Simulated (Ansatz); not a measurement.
A relaxation computed with Ansatz, from input to last step.

```yaml
crystal:
  lattice:
    - [-3.3227911338, 3.3227911338, 2.9371792514]
    - [3.3227911338, -3.3227911338, 2.9371792514]
    - [3.3227911338, 3.3227911338, -2.9371792514]
  atoms:
    - { symbol: Zr, position: [0.6750049802, 0.1750049802, 0.8500099603] }
    - { symbol: Zr, position: [0.3249950198, 0.8249950198, 0.1499900397] }
    - { symbol: Zr, position: [0.8249950198, 0.6750049802, 0.5] }
    - { symbol: Zr, position: [0.1750049802, 0.3249950198, 0.5] }
    - { symbol: Ir, position: [0.75, 0.75, 0.0] }
    - { symbol: Ir, position: [0.25, 0.25, 0.0] }
basis:
  ecutwfc: 420
kpoints:
  mp_grid: { grid: [8, 8, 8] }
hamiltonian:
  xc: pbesol
scf:
  occupations: { method: gaussian, width: 0.1 }
output:
  forces: true
  stress: true
  eigenvalues: true
relax:
  adjacent_minimum: "off"
  f_tol: 0.01
  max_steps: 30
  cell: { stress_tol: 0.1, fix: [volume] }
```

```bash
ansatz run input.yaml --threads 2 --pin off --max-ram 5120MiB --backend cpu --events-out ev --progress --plain --runs-dir out
```

Level of theory: DFT PBEsol, scalar-relativistic, plane waves, PAW (Ansatz).

The volume is held at 1.1 times that of the relaxed cell.

Of 4 frames 3 are shown, positions in Å and forces in eV/Å; the SCF threshold varies from step to step. Steps run on the plane waves of an earlier cell, with a Pulay correction in the pressure. The basis is chosen afresh for the last frame, the zero of the energies, and at times for earlier ones too; energy and pressure step there, also at an unchanged geometry. The mark taken_back stands on steps that the optimiser undid.

```xyz
6
Lattice="-3.3228 3.3228 2.9372 3.3228 -3.3228 2.9372 3.3228 3.3228 -2.9372" Properties=species:S:1:pos:R:3:forces:R:3 pbc="T T T" step=1 free_energy_over_end_meV_per_atom=1.75 pressure_GPa=-11.82
Zr    1.1630    4.4858    0.0000    0.1233    0.1233    0.0000
Zr    2.1598   -1.1630    2.9372   -0.1233   -0.1233    0.0000
Zr    1.1630    2.1598    2.9372    0.1233   -0.1233    0.0000
Zr    2.1598    1.1630    0.0000   -0.1233    0.1233    0.0000
Ir    0.0000    0.0000    4.4058    0.0000    0.0000    0.0000
Ir    0.0000    0.0000    1.4686    0.0000    0.0000    0.0000
6
Lattice="-3.3173 3.3173 2.9469 3.3173 -3.3173 2.9469 3.3173 3.3173 -2.9469" Properties=species:S:1:pos:R:3:forces:R:3 pbc="T T T" step=2 free_energy_over_end_meV_per_atom=6.76 pressure_GPa=-9.84 taken_back
Zr    1.2203    4.5376    0.0000   -0.2562   -0.2562    0.0000
Zr    2.0970   -1.2203    2.9469    0.2562    0.2562    0.0000
Zr    1.2203    2.0970    2.9469   -0.2562    0.2562    0.0000
Zr    2.0970    1.2203    0.0000    0.2562   -0.2562    0.0000
Ir    0.0000    0.0000    4.4203    0.0000    0.0000    0.0000
Ir    0.0000    0.0000    1.4734    0.0000    0.0000    0.0000
6
Lattice="-3.3171 3.3171 2.9473 3.3171 -3.3171 2.9473 3.3171 3.3171 -2.9473" Properties=species:S:1:pos:R:3:forces:R:3 pbc="T T T" step=4 free_energy_over_end_meV_per_atom=0.00 pressure_GPa=-11.17
Zr    1.1810    4.4981    0.0000    0.0026    0.0026    0.0000
Zr    2.1360   -1.1810    2.9473   -0.0026   -0.0026    0.0000
Zr    1.1810    2.1360    2.9473    0.0026   -0.0026    0.0000
Zr    2.1360    1.1810    0.0000   -0.0026    0.0026    0.0000
Ir    0.0000    0.0000    4.4210    0.0000    0.0000    0.0000
Ir    0.0000    0.0000    1.4737    0.0000    0.0000    0.0000
```

Time: 49 s on 2 threads of Arm Neoverse V1 (shared host), peak memory 0.62 GiB.

Spin–orbit coupling is left out, which can shift energies with elements as heavy as these.